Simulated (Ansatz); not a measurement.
A geometry of Cu away from equilibrium: step 2 of the relaxation of a relaxed Cu cell, doubled along one cell vector, shaken by Gaussian noise of σ = 0.08 Å a coordinate. Method: PBEsol (plane waves to 420 eV, PAW, scalar-relativistic; Ansatz, a program for electronic structure). Γ-centred k-mesh 15×15×8 on the run's cell (coarser than for final values), Fermi–Dirac smearing 0.05 eV.

```xyz
4
Lattice="1.2129 0.7421 4.4504 -1.2627 0.7399 4.4646 -0.0535 -2.7927 8.8876" Properties=species:S:1:pos:R:3:forces:R:3 pbc="T T T" free_energy=-26354.366 pressure_GPa=1.4
Cu    -0.0808     0.0183     1.1665   -0.0866    0.2630    0.4461
Cu    -0.1224    -1.3469     5.4947    0.0017   -0.1685    0.6595
Cu    -0.0119    -0.0307    12.1372   -0.3616    0.8845   -0.7059
Cu    -0.1877    -1.3063    16.6342    0.4465   -0.9790   -0.3997
```

Positions in Å, forces in eV/Å, free energy of the cell in eV (comparable only within this code, potentials and settings). Largest force: 1.19 eV/Å, on Cu3 (atoms numbered as listed); the geometry lies 0.19 eV/atom above the end of its relaxation.

No spin polarisation in the result.

Of the parent cell (R-3m (No. 166)): it is a generated cell of Cu: the first start was made by placing the elements on the sites of a structure type, and the end was not matched to a known phase here, so it may be hypothetical. Known forms of Cu include space group No. 225.
